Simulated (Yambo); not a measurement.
Consider the following.

```xyz
4
Lattice="1.4812 0.8552 6.0054 -1.4812 0.8552 6.0054 0.0000 -1.7103 6.0054" Properties=species:S:1:pos:R:3 pbc="T T T"
O      0.0000     0.0000    16.0135
O      0.0000     0.0000     2.0026
Rh     0.0000     0.0000     9.0080
Ag     0.0000     0.0000     0.0000
```

Workflow: PBEsol (pw.x of Quantum ESPRESSO, ONCV potentials, without SOC), then G0W0 in Yambo (4×4×4 Γ-centred k mesh, bands 9 to 112 and a 8 Ry block in the screening, 112 bands in G with the Bruneval-Gonze terminator, plasmon pole fitted at 27.2 eV).

### Question
Give the PBEsol and G0W0 gaps between the band edges found on this mesh, and say where the edges lie.

### Answer
Edges: (0.25, -0.5, -0.5) → (0.25, -0.5, -0.5). PBEsol: 1.09 eV; G0W0: 1.70 eV. The mesh misses an edge: along a dense path the PBEsol gap is 0.58 eV. Convergence of the G0W0 settings was not tested. Spin-orbit splittings are left out.

Geometry strained from the cell relaxed with PBEsol, atoms relaxed again.

The structure is a Materials Project entry; no match was found in the copy of COD used, and its stability was not checked.
